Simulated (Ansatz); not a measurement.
**Migration of Br in KBr**

Method: DFT LDA, scalar-relativistic, plane waves, PAW in Ansatz. Settings: 420 eV cutoff, 2×2×2 k-mesh, shifted by half a step, Gaussian smearing of 0.02 eV, no spin polarisation.

In a supercell of 32 host sites with charge +1, Br trades places with a neighbouring Br vacancy, moving 4.40 Å between the relaxed ends. Climbing-image nudged elastic band at fixed cell with images 0 (start) to 6 (end), the path measured over all atoms, converged to 0.05 eV/Å; the order of the saddle wasn't checked, and the small cell leaves errors of about a tenth of an eV.

Start:

```xyz
31
Lattice="-6.3713 -6.3713 6.3713 6.3713 -6.3713 -6.3713 6.3713 6.3713 6.3713" Properties=species:S:1:pos:R:3 pbc="T T T"
K     3.1856   -6.5256   -3.1856
K     6.5256   -3.1856   -3.1856
K     0.0000   -6.3713    0.0000
K     3.1856   -3.1856    0.1543
K     6.3713    0.0000    0.0000
K     3.1856   -6.3713    3.1856
K     6.3713   -3.1856    3.1856
K     0.0000    0.0000    0.0000
K    -3.1856   -6.2170    3.1856
K     0.0000   -3.1856    3.1856
K     3.1856    0.0000    3.1856
K     6.2170    3.1856    3.1856
K     3.1856   -3.1856    6.2170
K    -3.1856   -3.1856    6.3713
K     0.0000    0.0000    6.3713
K     3.1856    3.1856    6.3713
Br    6.3354   -3.1856   -0.0358
Br    9.5569    0.0358    0.0358
Br    3.1856   -3.1856    3.1856
Br    6.4071    0.0358    3.1856
Br   -0.0358   -9.5569    0.0358
Br    3.1856   -6.3354   -0.0358
Br    3.1856    3.1856    3.1856
Br    0.0358   -3.1856    6.4071
Br    3.1856   -0.0358    6.4071
Br    0.0358   -3.1856   -0.0358
Br    3.1856   -0.0358   -0.0358
Br   -0.0358   -6.4071    3.1856
Br    0.0358   -0.0358    9.5569
Br   -3.1856   -3.1856    3.1856
Br   -0.0358    0.0358    3.1856
```

Atom 17 jumps to (3.221, -3.186, -3.150) Å.

Give the energy along the band and the structure at its top.

```
image path (Å) E − E(0) (eV) Br x (Å) Br y (Å) Br z (Å) force on Br (eV/Å)
    0      0.00          0.000     6.335    -3.186    -0.036                0.01
    1      0.87          0.151     5.942    -3.186    -0.429                0.34
    2      1.75          0.566     5.381    -3.186    -0.990                0.45
    3      2.63          0.798     4.778    -3.186    -1.593                0.00
    4      3.51          0.566     4.176    -3.186    -2.196                0.45
    5      4.38          0.151     3.615    -3.186    -2.756                0.34
    6      5.25          0.000     3.221    -3.186    -3.150                0.01
```

Barrier 0.80 eV. Image 3:
```xyz
31
Lattice="-6.3713 -6.3713 6.3713 6.3713 -6.3713 -6.3713 6.3713 6.3713 6.3713" Properties=species:S:1:pos:R:3 pbc="T T T"
K     3.3316   -6.3448   -3.0397
K     6.8209   -3.1856   -3.6352
K    -0.0953   -6.3713   -0.0953
K     2.7360   -3.1856    0.4496
K     6.2253   -0.0264   -0.1460
K     3.2809   -6.3713    3.2809
K     6.4201   -3.1856    3.1441
K    -0.0953    0.0000   -0.0953
K    -3.0397   -6.3977    3.3316
K     0.0044   -3.1856    3.1812
K     3.2809    0.0000    3.2809
K     6.4128    3.1856    3.1368
K     3.1368   -3.1856    6.4128
K    -3.1900   -3.1856    6.3756
K    -0.1460    0.0264    6.2253
K     3.1441    3.1856    6.4201
Br    4.7784   -3.1856   -1.5928
Br    9.4348    0.0000    0.1221
Br    3.2697   -3.1856    3.3898
Br    6.4933    0.0000    3.0635
Br   -0.0840   -9.5569   -0.2042
Br    3.0677   -6.3935    0.1180
Br    3.3898    3.1856    3.2697
Br   -0.0081   -3.1856    6.3632
Br    3.0635    0.0000    6.4933
Br   -0.2042   -3.1856   -0.0840
Br    3.0677    0.0222    0.1180
Br    0.1180   -6.3490    3.0677
Br    0.1221    0.0000    9.4348
Br   -3.1775   -3.1856    3.1937
Br    0.1180   -0.0222    3.0677
```

Cost: 1 run of about 37 core-minutes, on Intel Xeon Processor @ 2.70GHz (shared hosts).